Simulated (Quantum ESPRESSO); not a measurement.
Inputs of pw.x and gipaw.x (a modified build of Quantum ESPRESSO, PBE) for ZrO₂; the starting potential comes from an earlier run on another mesh:

```
&CONTROL
  calculation = 'scf'
  prefix = 'x'
  pseudo_dir = './pseudo'
  outdir = './out'
  tprnfor = .true.
/
&SYSTEM
  ibrav = 0
  nat = 3
  ntyp = 2
  ecutwfc = 45
  ecutrho = 180
  occupations = 'fixed'
  nbnd = 12
/
&ELECTRONS
  conv_thr = 1e-11
  startingpot = 'file'
/
ATOMIC_SPECIES
Zr 91.224 Zr.GGA_PBE-JTH.UPF
O 15.999 O.GGA_PBE-JTH.UPF
CELL_PARAMETERS angstrom
    0.000000000000     2.545075000000     2.545075000000
    2.545075000000     0.000000000000     2.545075000000
    2.545075000000     2.545075000000     0.000000000000
ATOMIC_POSITIONS crystal
Zr     0.000000000000     0.000000000000     0.000000000000
O      0.250000000000     0.250000000000     0.250000000000
O      0.750000000000     0.750000000000     0.750000000000
K_POINTS automatic
6 6 6 1 1 1
```

```
&INPUTGIPAW
  job = 'nmr'
  prefix = 'x'
  tmp_dir = './out/'
  restart_mode = 'from_scratch'
  pawproj(1) = .true.
  pawproj(2) = .true.
  use_nmr_macroscopic_shape = .false.
/
```

Geometry: a computed entry of the Materials Project; it was not checked against measured cells. It is ZrO2 in Fm-3m. Stability against distortions was not tested. The run has no spin polarisation.

Question: Give the final section of the GIPAW output.

Answer: 
```
     f-sum rule (should be   -22.5343):
           -22.5338          0.0000          0.0000
             0.0000        -22.5338          0.0000
             0.0000          0.0000        -22.5338

     Total NMR chemical shifts in ppm: ---------------------------------------
     (adopting the Simpson convention for anisotropy and asymmetry)-----------

     Atom  1  Zr  pos: (  0.000000  0.000000  0.000000)  Total sigma:        1819.71
          1819.7138          0.0000          0.0000
             0.0000       1819.7138          0.0000
             0.0000          0.0000       1819.7138

     Zr      1    anisotropy:      0.00    eta:    0.0000
     Zr      1    sigma_11=   1819.71
     Zr      1    sigma_22=   1819.71
     Zr      1    sigma_33=   1819.71

     Atom  2  O   pos: (  0.353553  0.353553  0.353553)  Total sigma:        -204.42
          -204.4161          0.0000          0.0000
             0.0000       -204.4161          0.0000
             0.0000          0.0000       -204.4161

     O       2    anisotropy:      0.00    eta:    0.0000
     O       2    sigma_11=   -204.42
     O       2    sigma_22=   -204.42
     O       2    sigma_33=   -204.42

     Atom  3  O   pos: (  1.060660  1.060660  1.060660)  Total sigma:        -204.42
          -204.4161          0.0000          0.0000
             0.0000       -204.4161          0.0000
             0.0000          0.0000       -204.4161

     O       3    anisotropy:      0.00    eta:    0.0000
     O       3    sigma_11=   -204.42
     O       3    sigma_22=   -204.42
     O       3    sigma_33=   -204.42
```
The printed anisotropy is 3/2 (σ_33 − σ_iso) in the program's own order; the axes are left out here. All sites are cubic, so the anisotropy vanishes by symmetry. These are absolute shieldings with no macroscopic susceptibility term; δ = σ_ref − σ needs a reference computed alike. By our sweeps, such settings leave a few ppm in absolute σ on light atoms and up to some 20 ppm from Zn on. No spin–orbit coupling; Zr is the heaviest element present.
